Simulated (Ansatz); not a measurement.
Relaxed-ion elastic tensor of CsCl (CsCl type, Pm-3m) in GPa (Voigt order), PBEsol (plane waves, PAW; program Ansatz); density 4.15 g/cm³, 33.67 Å³ per atom.

```
37.5   9.0   9.0   0.0   0.0   0.0
 9.0  37.5   9.0   0.0   0.0   0.0
 9.0   9.0  37.5   0.0   0.0   0.0
 0.0   0.0   0.0   8.9   0.0   0.0
 0.0   0.0   0.0   0.0   8.9   0.0
 0.0   0.0   0.0   0.0   0.0   8.9
```

**Question.** Is the crystal mechanically stable?

**Answer.** Yes: the smallest eigenvalue of C is 8.9 GPa.

**Question.** Work out the Voigt, Reuss and Hill averages.

**Answer.** K_V = 18.5, K_R = 18.5, K_H = 18.5; G_V = 11.1, G_R = 10.5, G_H = 10.8 GPa.

**Question.** Give Young's modulus, Poisson's ratio, Pugh's ratio and the universal anisotropy index.

**Answer.** E = 9KG/(3K + G) = 27.1 GPa; ν = 0.26; K/G = 1.71 (near the Pugh limit of 1.75, no verdict); A_U = 5G_V/G_R + K_V/K_R − 6 = 0.27.

**Question.** Estimate the sound speeds and the Debye temperature.

**Answer.** v_l = √((K + 4G/3)/ρ) = 2810 m/s, v_t = √(G/ρ) = 1610 m/s, mean 1790 m/s; Θ = (h/k)(3n/4πV)^(1/3) v_m = 165 K.

**Question.** Give the Zener ratio and Young's modulus along [100], [110] and [111].

**Answer.** A = 2C44/(C11 − C12) = 0.63; 1/E = S11 − 2(S11 − S12 − S44/2)Γ with Γ = 0, 1/4, 1/3 gives 34.1, 25.1, 23.1 GPa.

Symmetry was held in the PBEsol relaxation. Spin–orbit coupling is left out wherever it is not named.

Potentials: the earlier of the program's two PAW sets. The files were generated under PBE; for other functionals the program regenerates the frozen cores, and for LDA and PBEsol the local potential too.
